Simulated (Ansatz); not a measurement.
A generator proposed this cell of Be3Cd2S.

```cif
data_structure
_symmetry_space_group_name_H-M 'P-6m2'
_symmetry_Int_Tables_number 187
_cell_length_a 3.9899
_cell_length_b 3.9899
_cell_length_c 8.6917
_cell_angle_alpha 90.000
_cell_angle_beta 90.000
_cell_angle_gamma 120.000
_cell_volume 119.83
loop_
_atom_site_label
_atom_site_type_symbol
_atom_site_symmetry_multiplicity
_atom_site_Wyckoff_symbol
_atom_site_fract_x
_atom_site_fract_y
_atom_site_fract_z
_atom_site_occupancy
Be1 Be 1 f 0.66667 0.33333 0.50000 1
Be2 Be 1 a 0.00000 0.00000 0.00000 1
Be3 Be 1 b 0.00000 0.00000 0.50000 1
Cd1 Cd 2 h 0.33333 0.66667 0.25167 1
S1 S 1 e 0.66667 0.33333 0.00000 1
```

Method: Ansatz 0.2.0, DFT PBE, scalar-relativistic, plane waves, PAW. Cutoff 420 eV; k points 6×6×2 on the computed 6-atom cell (Γ-centred); Gaussian smearing, width 0.10 eV; no spin polarisation.

Formation energies are uncorrected and refer to the elements' standard structures at the same level.

**Question.** Estimate its pressure, forces and energy as it stands.

**Answer.** The pressure is -7.6 GPa (the mean over three directions, positive in compression), the largest force is 1.27 eV/Å, and the energy is +0.53 eV/atom against the elements. The shortest distance is 2.30 Å.

**Question.** Is it a good guess?

**Answer.** A rough one: relaxing gains about 0.34 eV/atom (the start's value is from the coarse mesh, so the gain is rough) in 24 ionic steps and ends at +0.19 eV/atom on the finer mesh. The symmetry stays P-6m2 (No. 187). The volume per atom grows by 5.3 %, from 20.0 to 21.0 Å³. The shortest distance goes from 2.30 Å (Be–S and Be–Be) to 2.08 Å (Be–S and Be–Be). The ratio c/a of the conventional cell changes by a factor of 1.42. Conventional cell: a = 3.608 Å, c = 11.192 Å. Be on its first site is surrounded by 3 Be at 2.08 Å and 6 Cd at 2.62 Å; Cd is surrounded by 6 Be at 2.62 Å and 1 Cd at 3.16 Å; S is surrounded by 3 Be at 2.08 Å; 2 more sites not described.

The last run used a 12×12×4 mesh (in the run's order of axes) for its 6-atom cell and Gaussian smearing of 0.10 eV. The reference form of S is held partly by dispersion forces, which this level lacks. The relaxation can't lower the symmetry of the start, and the grade says only how near the guess is to its own end. A structure relaxed within its symmetry needn't be a true minimum.
